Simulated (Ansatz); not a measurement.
Input file for Ansatz (a first-principles code):

Ansatz 0.2 input:
```yaml
crystal:
  lattice:
    - [0.0, 2.7971472176, 2.7971472176]
    - [2.7971472176, 0.0, 2.7971472176]
    - [2.7971472176, 2.7971472176, 0.0]
  atoms:
    - { symbol: Re, position: [0.0, 0.0, 0.0] }
    - { symbol: Re, position: [0.25, 0.25, 0.25] }
kpoints:
  mp_grid: { grid: [9, 9, 9] }
  band_path:
    path:
      - [[0.0, 0.0, 0.0], [0.5, 0.0, 0.5], [0.625, 0.25, 0.625]]  # Γ-X-U
      - [[0.375, 0.375, 0.75], [0.0, 0.0, 0.0], [0.5, 0.5, 0.5], [0.5, 0.25, 0.75], [0.5, 0.0, 0.5]]  # K-Γ-L-W-X
    npoints: 12
basis: { xc_grid: 2 }
hamiltonian:
  xc: pbesol
  pseudopotentials: { kind: paw }
magnetization: { noncollinear: true, spin_orbit: true }
scf:
  n_extra_bands: 12
  convergence: { dr2_threshold: 0.0000000001 }
  occupations: { method: gaussian, width: 0.05 }
output: { eigenvalues: true }
```

Output (shortened):

```
Pseudopotential: Re, paw_fr, valence charge 15
Functional definition: PBEsol
non-collinear run that drives no moment, with spin-orbit …
Crystal: 2 atoms, lattice volume = 43.770 Å³
Basis set: ecut = 420 eV, 869 PW (Γ), exchange–correlation on 54×54×54 points (8 copies of the dense FFT grid, shifted against one another)
Bands: 42, of which v1, the nominal top of the filled ones, is band 30 counted from 1 (29 counted from 0)
Symmetry: 48 space group operations + 48 with time reversal
k-points: 35 of 729
Projection manifold: j_resolved (fully-relativistic pseudo-atomic orbitals)
SCF iter   1: F=—  HF=-21523.808807 eV  |F-HF|=—  |Δ(HF+E_count)|=         —  Δρ=5.83e-2  dr2=8.75e-1  dr2_m=0.00e0 (ungated)  ethr=3.10e-3  |M|=0.00e0 ∫|m|=0.00e0 μB  |m|>n=0.0e0 m-floor=0.0e0 τ_xc=0.0e0  β_m=0.30  ⟨swp⟩=6.3  Hψ=3333  notcnv=0  defer=10
preconditioner: auto → none
SCF iter   2: F=—  HF=-21523.641576 eV  |F-HF|=—  |Δ(HF+E_count)|=   1.67e-1  Δρ=3.95e-2  dr2=3.63e-1  dr2_m=0.00e0 (ungated)  ethr=2.92e-3  |M|=0.00e0 ∫|m|=0.00e0 μB  |m|>n=0.0e0 m-floor=0.0e0 τ_xc=0.0e0  β_m=0.57  ⟨swp⟩=1.0  Hψ=875  notcnv=0  defer=34
SCF iter   3: F=—  HF=-21523.529071 eV  |F-HF|=—  |Δ(HF+E_count)|=   1.13e-1  Δρ=3.80e-3  dr2=3.51e-3  dr2_m=0.00e0 (ungated)  ethr=1.21e-3  |M|=0.00e0 ∫|m|=0.00e0 μB  |m|>n=0.0e0 m-floor=0.0e0 τ_xc=0.0e0  β_m=0.53  ⟨swp⟩=2.1  Hψ=1005  notcnv=0  defer=194
SCF iter   4: F=—  HF=-21523.528237 eV  |F-HF|=—  |Δ(HF+E_count)|=   8.34e-4  Δρ=1.45e-3  dr2=2.59e-4  dr2_m=0.00e0 (ungated)  ethr=1.17e-5  |M|=0.00e0 ∫|m|=0.00e0 μB  |m|>n=0.0e0 m-floor=0.0e0 τ_xc=0.0e0  β_m=0.65  ⟨swp⟩=2.0  Hψ=1093  notcnv=0  defer=194
SCF iter   5: F=—  HF=-21523.528182 eV  |F-HF|=—  |Δ(HF+E_count)|=   5.45e-5  Δρ=3.09e-4  dr2=1.40e-5  dr2_m=0.00e0 (ungated)  ethr=8.65e-7  |M|=0.00e0 ∫|m|=0.00e0 μB  |m|>n=0.0e0 m-floor=0.0e0 τ_xc=0.0e0  β_m=0.70  ⟨swp⟩=2.2  Hψ=1168  notcnv=0  defer=194
SCF iter   6: F=—  HF=-21523.528181 eV  |F-HF|=—  |Δ(HF+E_count)|=   1.42e-6  Δρ=2.10e-5  dr2=9.49e-8  dr2_m=0.00e0 (ungated)  ethr=4.67e-8  |M|=0.00e0 ∫|m|=0.00e0 μB  |m|>n=0.0e0 m-floor=0.0e0 τ_xc=0.0e0  β_m=0.85  ⟨swp⟩=1.9  Hψ=841  notcnv=0  defer=194
SCF iter   7: F=—  HF=-21523.528181 eV  |F-HF|=—  |Δ(HF+E_count)|=   4.75e-7  Δρ=1.46e-6  dr2=5.19e-10  dr2_m=0.00e0 (ungated)  ethr=3.16e-10  |M|=0.00e0 ∫|m|=0.00e0 μB  |m|>n=0.0e0 m-floor=0.0e0 τ_xc=0.0e0  β_m=0.92  ⟨swp⟩=2.0  Hψ=1014  notcnv=0  defer=194
SCF iter   8: F=-21523.528181 eV  HF=-21523.528181 eV  |F-HF|=7.28e-12  |Δ(HF+E_count)|=  1.09e-11  Δρ=6.97e-8  dr2=9.54e-13  dr2_m=0.00e0 (ungated)  ethr=1.00e-12  |M|=0.00e0 ∫|m|=0.00e0 μB  |m|>n=0.0e0 m-floor=0.0e0 τ_xc=0.0e0  ⟨swp⟩=8.7  Hψ=2774  notcnv=0
SCF 1 converged in 8 iterations: F = -21523.528181 eV  dr2 = 9.54e-13
NSCF: frozen V_eff on 74 k-points
SCF converged after 8 iterations
Magnetization: |M| = 0.0000 μB,  M = (+0.0000, +0.0000, +0.0000) μB
Absolute magnetization: 0.0000 μB (∫|m|)
  site 0: m = (+0.0000, +0.0000, +0.0000) μB, |m| = 0.0000 μB  (R = 1.00 Å)
  site 1: m = (+0.0000, +0.0000, +0.0000) μB, |m| = 0.0000 μB  (R = 1.00 Å)
Free energy (F): -21523.528181 eV
Harris-Foulkes:  -21523.528181 eV  (|F-HF|=7.28e-12)
Internal energy: -21523.526014 eV  (E = F + TS)
E sigma→0 (E₀):  -21523.527098 eV
Entropy (-TS):   -0.002167 eV (-1.084 meV/atom)
Fermi energy:    14.312752 eV
--- Per-component energies (eV) ---
  E_band       = -424.411062
  E_kinetic    = 1077.613372
  E_local      = -2642.878981  (includes V_loc(G=0)·N_el)
  E_nonlocal   = 97.803815
  E_hartree    = 967.637555
  E_xc         = -795.605814
  E_vxc        = -601.145836  (∫ρ·V_xc dr)
  E_paw        = -17108.822922  (= ΣΔE_a)
  E_vpaw       = -291.078374  (= ΣTr[D̂ρ^β])
  E_aug_tail   = -0.000146  (compensation charges beyond the density's cutoff)
  E_ewald      = -3119.749269
  E_core_change = 0.476376  (= ΣΔE_core)
  E_smearing   = -0.002167  (= −TS)
  E_closure    = 0.000000  (closes the sum)
  Σ components = -21523.528181   (vs F -21523.528181, Δ=0.00e0)
  [band-id]    e_kinetic+e_local+e_nonlocal+2·e_hartree+e_vxc+e_vpaw+e_augmentation_tail = -424.411041   (vs E_band -424.411062, Δ=2.11e-5)
--- Band table (eV; the first three rows and the last of 35) ---
  k-point 0: bands = ["-64.9464", "-64.9464", "-64.5772", "-64.5772", "-35.1368", "-35.1368", "-34.4601", "-34.4601", "-24.4776", "-24.4776", "-24.4776", "-24.4776", "-23.2927", "-23.2927", "-23.2927", "-23.2927", "7.3894", "7.3894", "11.2149", "11.2149", …
  k-point 1: bands = ["-64.9382", "-64.9382", "-64.5856", "-64.5856", "-35.1232", "-35.1232", "-34.4774", "-34.4774", "-24.4947", "-24.4947", "-24.4423", "-24.4423", "-23.3258", "-23.3258", "-23.2740", "-23.2740", "7.6203", "7.6203", "11.0997", "11.0997", …
  k-point 2: bands = ["-64.9156", "-64.9156", "-64.6089", "-64.6089", "-35.0853", "-35.0853", "-34.5244", "-34.5244", "-24.5359", "-24.5359", "-24.3424", "-24.3424", "-23.4200", "-23.4200", "-23.2288", "-23.2288", "8.2633", "8.2633", "11.0034", "11.0034", …
  k-point 34: bands = ["-64.7879", "-64.7879", "-64.7388", "-64.7388", "-34.8646", "-34.8646", "-34.7728", "-34.7728", "-24.5862", "-24.5862", "-23.9491", "-23.9491", "-23.7966", "-23.7966", "-23.1650", "-23.1650", "10.2929", "10.2929", "10.4267", "10.4267", …
```

Cost: about 21 core-seconds (a rough figure) on shared cores.

Space group Fd-3m (diamond). The start of the workflow was typed in or built on a structure type; neither database checked (COD, Materials Project) lists it. It is not the phase usual at ambient conditions (space group No. 194). The PBEsol relaxation kept the symmetry of its start. At this level the phase is mechanically unstable. The run is not spin-polarised.

Potentials: the later of the program's two PAW sets.

Ansatz is a plane-wave DFT program.
